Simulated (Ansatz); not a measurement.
**Profile along the Hf–Hf line in Hf (hcp, Mg type)**

Hf (hcp, Mg type)

```cif
data_Hf2
_chemical_formula_sum 'Hf2'
_space_group_name_H-M_alt 'P63/mmc'
_space_group_IT_number 194
_space_group_name_Hall '-P 6c 2c'
_cell_length_a 3.20421
_cell_length_b 3.20421
_cell_length_c 5.06906
_cell_angle_alpha 90.000
_cell_angle_beta 90.000
_cell_angle_gamma 120.000
loop_
_atom_site_label
_atom_site_type_symbol
_atom_site_symmetry_multiplicity
_atom_site_Wyckoff_symbol
_atom_site_fract_x
_atom_site_fract_y
_atom_site_fract_z
_atom_site_occupancy
Hf1 Hf 2 d 0.66667 0.33333 0.25000 1
```

Fields along a shortest Hf–Hf line of a (0001) plane (3.20 Å), from Hf to Hf, interpolated on the slice's grid (step about 0.2 Å). All values below come from PBE (plane waves to 420 eV, PAW, scalar-relativistic; Ansatz, a program for electronic structure). k mesh 17×17×9. These are valence fields of a PAW run, semicore shells included where kept as valence: close to a nucleus they are smooth pseudo fields. Hf is run without spin polarisation. Hf was relaxed with its symmetry unable to fall. Spin-orbit coupling is left out, though Hf is heavy.

```csv
distance from Hf (Å),valence electron density (e/Å³),electron localisation function
0.00,35.55,x
0.16,31.81,x
0.32,22.81,x
0.48,13.11,x
0.64,6.10,0.77
0.80,2.38,0.59
0.96,0.87,0.32
1.12,0.38,0.16
1.28,0.23,0.16
1.44,0.19,0.23
1.60,0.19,0.29
1.76,0.19,0.23
1.92,0.23,0.16
2.08,0.38,0.16
2.24,0.87,0.32
2.40,2.38,0.59
2.56,6.10,0.77
2.72,13.11,x
2.88,22.81,x
3.04,31.81,x
3.20,35.55,x
```

x: too close to a nucleus for the ELF to mean much.

Density on the Hf–Hf line (3.20 Å) at its midpoint: 0.19 e/Å³. ELF at that point: 0.29.
